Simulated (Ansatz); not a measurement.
## Structure relaxation, Ni

The start is a relaxed Ni cell, doubled along one cell vector, shaken by Gaussian noise of σ = 0.08 Å a coordinate. A full variable-cell relaxation at zero pressure is run with PBE (plane waves to 420 eV, PAW, scalar-relativistic; Ansatz, a quantum-chemistry and plane-wave program). The first steps use a coarse 16×8×16 k-mesh.

Starting cell:
```
CELL_PARAMETERS angstrom
      0.00000     1.75939     1.75939
      3.51877     0.00000     3.51877
      1.75939     1.75939     0.00000
ATOMIC_POSITIONS crystal
  Ni 0.00126 0.99510 0.00531
  Ni 0.01206 0.47778 0.06443
```
Spin-polarised start, with parallel moments on Ni.

Q: What is the largest force in the starting geometry, and on which atom (counted from 1)?

A: 0.73 eV/Å, on Ni1, Ni2 (atoms numbered as listed).

Q: How much energy is released per atom?

A: 0.02 eV/atom.

Q: Does it find its way back to the structure it was made from?

A: It returns to the parent structure, Fm-3m (No. 225).

Q: How do the shortest distances between atoms change?

A: The closest pairs of elements (up to four, under 3.6 Å), start → end: Ni–Ni 2.37 → 2.49 Å.

Q: Is the relaxed structure metallic? Give its gap.

A: No gap (metallic).

Q: What magnetic moments remain?

A: Net 0.63 μB/atom, ferromagnetic.

The end point of the relaxation:

Space group Fm-3m (No. 225); a = b = c = 3.5188 Å, α = β = γ = 90.00°

```csv
atom,site,symmetry,x,y,z
Ni,4a,m-3m,0.0000,0.0000,0.0000
```
(The calculation used a cell of 1 atom; values per cell refer to that cell.)

Final values are on a 23×23×23 k-mesh of the relaxed cell. Spin state reached: ferromagnetic (net 0.63 μB/atom), from parallel starting moments; other spin orders were not run from this start.

The run could not lose the symmetry of its start.
